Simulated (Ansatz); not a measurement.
The numbers come from plane-wave PAW DFT (Ansatz): r2SCAN, no spin polarisation, 500 eV, 6×6×4 Γ-centred k points, gaussian occupations (width 0.1149 eV). Nothing was relaxed.

Computed maps in the lattice plane spanned by a (left to right, 6.29 Å, 19 points from zero) and b (bottom to top, 6.29 Å, 19 points from zero), 120° apart, at height 0.250 along c. The fields are smooth PAW ones with compensation charges, not the true ones near nuclei.

Valence density. Digits on a logarithmic scale: 0 up to 0.03 e/Å³, each further digit a factor of 1.6, 9 from 1.3 e/Å³ up:
```
4556665433345666554
5554443333334445556
7644333222333446777
8643322222233468999
8643222222234689999
7533223322335799999
6432223222346999999
5332222223356999996
4332222233456899865
4333223334456676654
5433333455555555555
6543345666654445666
7644467998654456899
8644689999754579999
8656899999655699999
7557999998656899999
5557999996556999997
4467999965456999976
4457887654456788754
```

ELF. Ten even steps from '0' (0.07) to '9' (0.55):
```
3456677753577766543
5545666544566654555
6654455555554456677
7664456776544667656
7765568986556774004
7765689986567750405
7755799975577720027
6545788754567731377
4345666543466777766
4555555554455666554
6765456766544554456
7764467776543334567
7764677777653356777
7655675237653567325
7646740017644671004
6556604037545730706
5457500276556720057
3357645776467754675
2356777764467777653
```

Problem. The cell is ScBi2. Which atoms lie within 0.2 Å of this plane, and where (fractions of a and b)?

Solution. Bi at (0.83, 0.67), Bi at (0.33, 0.17), Bi at (0.83, 0.17). The whole cell:
```yaml
crystal:
  lattice:
    - [6.29412, 0.00000, 0.00000]
    - [-3.14706, 5.45087, 0.00000]
    - [0.00000, 0.00000, 10.25974]
  atoms:
    - { symbol: Bi, position: [0.00000, 0.00000, 0.00000] }
    - { symbol: Bi, position: [0.00000, 0.00000, 0.50000] }
    - { symbol: Sc, position: [0.33330, 0.66670, 0.06300] }
    - { symbol: Sc, position: [0.66660, 0.33330, 0.56300] }
    - { symbol: Sc, position: [0.33330, 0.66670, 0.43700] }
    - { symbol: Sc, position: [0.66670, 0.33340, 0.93700] }
    - { symbol: Bi, position: [0.83300, 0.66600, 0.25000] }
    - { symbol: Bi, position: [0.16700, 0.83300, 0.75000] }
    - { symbol: Bi, position: [0.33400, 0.16700, 0.25000] }
    - { symbol: Bi, position: [0.16700, 0.33400, 0.75000] }
    - { symbol: Bi, position: [0.83300, 0.16700, 0.25000] }
    - { symbol: Bi, position: [0.66600, 0.83300, 0.75000] }
```

Origin: a known structure type with other elements, at an estimated volume, so it need not be a known compound. Caveats: many states at the Fermi level without spin polarisation, so a magnetic state may lie lower.
